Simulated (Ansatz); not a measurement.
## Bands of ZrHg

```
Zr Hg
1.0
     3.14700    0.00000    0.00000
     0.00000    3.14700    0.00000
     0.00000    0.00000    4.17000
Zr Hg
1 1
Cartesian
  1.5735 1.5735 2.0850
  0.0000 0.0000 0.0000
```

Atom numbers follow the list: Zr1, Hg2.

The cell is COD entry 1522699, as deposited and not checked against the literature; nothing was relaxed.

Spin–orbit coupling is left out, though it moves levels of the heavy atoms by tenths of an eV or more.

Level of theory: Ansatz 0.2.0, DFT, PBEsol, all-electron LAPW, scalar-relativistic.

Numerical set-up: a Γ-centred 13×13×10 k mesh, Fermi–Dirac smearing of 0.03 eV, basis error target 0.5 meV/atom, no spin polarisation.

Points in fractions of the reciprocal vectors of this cell: Γ (0, 0, 0), X (0, 0.5, 0), M (0.5, 0.5, 0), Z (0, 0, 0.5), R (0, 0.5, 0.5), A (0.5, 0.5, 0.5). The path joins them by straight lines in the order Γ–X–M–Γ–Z–R–A–Z–X; legs that retrace an earlier one aren't tabulated. Energies are in eV from the Fermi level.

Problem. Is there a gap?

Solution. none: bands cross the Fermi level, a metal.

Problem. List the levels between -14 and 6 eV at the symmetry points.

Solution. 
Γ: -8.89, -8.24, -7.90, -7.07 (×2), -6.64, -0.78, -0.49, 1.68, 3.36 (×2), 4.32
X: -7.96, -7.60, -7.15, -7.14, -6.90, -3.74, -3.69, -1.36, -0.61, 1.69, 3.07
M: -8.30, -7.91 (×2), -7.54, -6.03, -2.95, 0.49 (×2), 1.73 (×2), 1.86, 4.67, 5.79
Z: -8.15, -8.15, -6.98 (×2), -6.62, -6.21, -4.45, -1.15, 1.37, 1.87 (×2), 4.19
R: -8.15, -8.05, -7.25, -7.05, -6.94, -4.26, -1.29, -0.41, -0.10, 2.52, 3.17, 3.38, 5.27
A: -7.98, -7.59 (×2), -6.76, -6.03, -2.74, -2.15 (×2), -0.03, 2.86, 5.81
